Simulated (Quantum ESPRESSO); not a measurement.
# Rh4Al2AgTi: input and log of a self-consistent run

Simulated, not a measurement. The program is pw.x of Quantum ESPRESSO 7.5 (plane-wave density functional theory). The cell is made up: eight metal atoms on a hexagonal close-packed lattice, with elements, volume, strain and displacements drawn at random and not relaxed, so it may be unstable or far from any real phase. PseudoDojo standard norm-conserving files set the functional (PBE unless stated); there is no spin polarisation or spin-orbit coupling, the Fermi-Dirac width of 0.25 eV means electrons at about 2900 K, and the masses in the input are unused placeholders. A spin test at this wide smearing found no moment, but such smearing suppresses magnetism that the real alloy may have.

Input:

```
&control calculation='scf', pseudo_dir='./dojo.nc.sr.pbe.v0_5.standard.upf', outdir='./o', disk_io='minimal', tprnfor=.true., tstress=.true. /
&system ibrav=0, nat=8, ntyp=4, nbnd=67, ecutwfc=87.97787729, nosym=.true., tot_charge=0,
 occupations='smearing', smearing='fd', degauss=0.0183746611
/
&electrons conv_thr=1.470e-08, electron_maxstep=70, mixing_beta=0.5 /
ATOMIC_SPECIES
Ag 1.0 Ag.upf
Al 1.0 Al.upf
Rh 1.0 Rh.upf
Ti 1.0 Ti.upf
CELL_PARAMETERS angstrom
0.0028 0.0303 4.6445
5.6992 -0.062 0.0035
-2.9033 4.951 0.0311
ATOMIC_POSITIONS angstrom
Rh -0.05 -0.1022 0.0198
Al -1.3829 2.4446 -0.0002
Al 2.8769 -0.0704 0.0355
Ag 1.3983 2.5243 0.0628
Ti -0.0849 1.5191 2.3815
Rh -1.4909 4.1606 2.3421
Rh 2.8517 1.6425 2.3102
Rh 1.316 4.0693 2.4151
K_POINTS automatic
5 5 5 1 1 1
```

The log is shortened where brackets say so; the opening notice, blank lines, dates and the lines on written files are dropped, and the path of the files is cut. It prints rydbergs, bohrs and kilobars, and counts compression as positive stress. Its total energy is the free energy E - TS of the whole cell.

```
     Program PWSCF v.7.5
     Parallel version (MPI & OpenMP), running on       4 processor cores
     Number of MPI processes:                 4
     Threads/MPI process:                     1
     [start-up lines left out]
     bravais-lattice index     =            0
     lattice parameter (alat)  =       8.7770  a.u.
     unit-cell volume          =     878.7066 (a.u.)^3
     number of atoms/cell      =            8
     number of atomic types    =            4
     number of electrons       =       105.00
     number of Kohn-Sham states=           67
     kinetic-energy cutoff     =      87.9779  Ry
     charge density cutoff     =     351.9115  Ry
     scf convergence threshold =      1.5E-08
     mixing beta               =       0.5000
     number of iterations used =            8  plain     mixing
     Exchange-correlation= PBE
                           (   1   4   3   4   0   0   0)
     [axes and pseudopotential details left out]
   Cartesian axes
     site n.     atom                  positions (alat units)
         1        Rh     tau(   1) = (  -0.0107652  -0.0220040   0.0042630  )
         2        Al     tau(   2) = (  -0.2977436   0.5263317  -0.0000431  )
         3        Al     tau(   3) = (   0.6194075  -0.0151574   0.0076433  )
         4        Ag     tau(   4) = (   0.3010593   0.5434914   0.0135211  )
         5        Ti     tau(   5) = (  -0.0182793   0.3270680   0.5127460  )
         6        Rh     tau(   6) = (  -0.3209964   0.8957930   0.5042630  )
         7        Rh     tau(   7) = (   0.6139819   0.3536365   0.4973949  )
         8        Rh     tau(   8) = (   0.2833398   0.8761358   0.5199802  )
     number of k points=    63  Fermi-Dirac smearing, width (Ry)=  0.0184
                       cart. coord. in units 2pi/alat
        k(    1) = (   0.0829780   0.1418481   0.0990267), wk =   0.0320000
        k(    2) = (   0.0850330   0.3306837   0.0977936), wk =   0.0320000
     [further k points left out]
     Dense  grid:    97997 G-vectors     FFT dimensions: (  54,  72,  72)
     Estimated max dynamical RAM per process >     365.73 MB
     Estimated total dynamical RAM >       1.36 GB
     Initial potential from superposition of free atoms
     starting charge     104.9905, renormalised to     105.0000
     Starting wfcs are   68 randomized atomic wfcs
     total cpu time spent up to now is        6.4 secs
     per-process dynamical memory:   293.9 Mb
     Self-consistent Calculation
     iteration #  1     ecut=    87.98 Ry     beta= 0.50
     Davidson diagonalization with overlap
     ethr =  1.00E-02,  avg # of iterations =  5.5
     total cpu time spent up to now is       23.8 secs
     total energy              =   -1376.00410394 Ry
     estimated scf accuracy    <       1.25952530 Ry
     iteration #  2     ecut=    87.98 Ry     beta= 0.50
     Davidson diagonalization with overlap
     ethr =  1.20E-03,  avg # of iterations =  2.8
     total cpu time spent up to now is       39.4 secs
     total energy              =   -1376.12088865 Ry
     estimated scf accuracy    <       4.37506153 Ry
     iteration #  3     ecut=    87.98 Ry     beta= 0.50
     Davidson diagonalization with overlap
     ethr =  1.20E-03,  avg # of iterations =  2.3
     total cpu time spent up to now is       53.8 secs
     total energy              =   -1376.48484014 Ry
     estimated scf accuracy    <       0.80526034 Ry
     iteration #  4     ecut=    87.98 Ry     beta= 0.50
     Davidson diagonalization with overlap
     ethr =  7.67E-04,  avg # of iterations =  1.1
     total cpu time spent up to now is       65.5 secs
     total energy              =   -1376.57667518 Ry
     estimated scf accuracy    <       0.30133199 Ry
     iteration #  5     ecut=    87.98 Ry     beta= 0.50
     Davidson diagonalization with overlap
     ethr =  2.87E-04,  avg # of iterations =  1.1
     total cpu time spent up to now is       77.4 secs
     total energy              =   -1376.58027932 Ry
     estimated scf accuracy    <       0.11081235 Ry
     [iterations 6 to 10 left out]
     iteration # 11     ecut=    87.98 Ry     beta= 0.50
     Davidson diagonalization with overlap
     ethr =  2.17E-07,  avg # of iterations =  1.7
     total cpu time spent up to now is      156.7 secs
     total energy              =   -1376.59748274 Ry
     estimated scf accuracy    <       0.00001177 Ry
     iteration # 12     ecut=    87.98 Ry     beta= 0.50
     Davidson diagonalization with overlap
     ethr =  1.12E-08,  avg # of iterations =  2.0
     total cpu time spent up to now is      169.7 secs
     total energy              =   -1376.59748421 Ry
     estimated scf accuracy    <       0.00000143 Ry
     iteration # 13     ecut=    87.98 Ry     beta= 0.50
     Davidson diagonalization with overlap
     ethr =  1.37E-09,  avg # of iterations =  2.1
     total cpu time spent up to now is      182.1 secs
     total energy              =   -1376.59748434 Ry
     estimated scf accuracy    <       0.00000014 Ry
     iteration # 14     ecut=    87.98 Ry     beta= 0.50
     Davidson diagonalization with overlap
     ethr =  1.34E-10,  avg # of iterations =  3.5
     total cpu time spent up to now is      196.0 secs
     total energy              =   -1376.59748436 Ry
     estimated scf accuracy    <       0.00000002 Ry
     iteration # 15     ecut=    87.98 Ry     beta= 0.50
     Davidson diagonalization with overlap
     ethr =  2.20E-11,  avg # of iterations =  2.1
     total cpu time spent up to now is      208.4 secs
     End of self-consistent calculation
     [lines on levels left out]
!    total energy              =   -1376.59748436 Ry
     estimated scf accuracy    <          9.9E-09 Ry
     smearing contrib. (-TS)   =      -0.10144952 Ry
     internal energy E=F+TS    =   -1376.49603484 Ry
     The total energy is F=E-TS. E is the sum of the following terms:
     one-electron contribution =    -605.69642267 Ry
     hartree contribution      =     354.65191080 Ry
     xc contribution           =    -219.13297632 Ry
     ewald contribution        =    -906.31854665 Ry
     convergence has been achieved in  15 iterations
     Forces acting on atoms (cartesian axes, Ry/au):
     atom    1 type  3   force =     0.01533779    0.05226120    0.00004633
     atom    2 type  2   force =    -0.04419901    0.01482133    0.00689392
     atom    3 type  2   force =    -0.00689891    0.01672387   -0.00018941
     atom    4 type  1   force =    -0.01043057   -0.04645973   -0.00192711
     atom    5 type  4   force =     0.01061194   -0.02743031   -0.00680689
     atom    6 type  3   force =     0.00698723   -0.01159593    0.00493033
     atom    7 type  3   force =     0.02339589   -0.01607302    0.00666520
     atom    8 type  3   force =     0.00519565    0.01775260   -0.00961239
     Total force =     0.100942     Total SCF correction =     0.000290
     Computing stress (Cartesian axis) and pressure
          total   stress  (Ry/bohr**3)                   (kbar)     P=     -127.33
  -0.00093442   0.00021897   0.00002559         -137.46       32.21        3.76
   0.00021897  -0.00071944  -0.00002477           32.21     -105.83       -3.64
   0.00002559  -0.00002477  -0.00094295            3.76       -3.64     -138.71
     init_run     :      5.96s CPU      6.23s WALL (       1 calls)
     electrons    :    198.04s CPU    202.08s WALL (       1 calls)
     forces       :      1.80s CPU      1.81s WALL (       1 calls)
     stress       :      6.19s CPU      6.20s WALL (       1 calls)
     [timing details left out]
     PWSCF        :   3m32.18s CPU   3m36.52s WALL
     JOB DONE.
```

In other units: free energy -18729.563 eV for the cell, pressure -12.73 GPa, largest force component 1.344 eV/Å in size. The run took 218 s of wall time with four MPI processes on a shared machine (Intel Xeon, 2023 or later, virtual cores), so the time is rough. A rerun of this cell at a higher cutoff and on a denser mesh moved values by no more than 0.012 eV in energy, 0.15 GPa in stress and 0.012 eV/Å in force, and a second program with other atomic files agreed on that cell to 2 % rms in force and 0.5 GPa in pressure.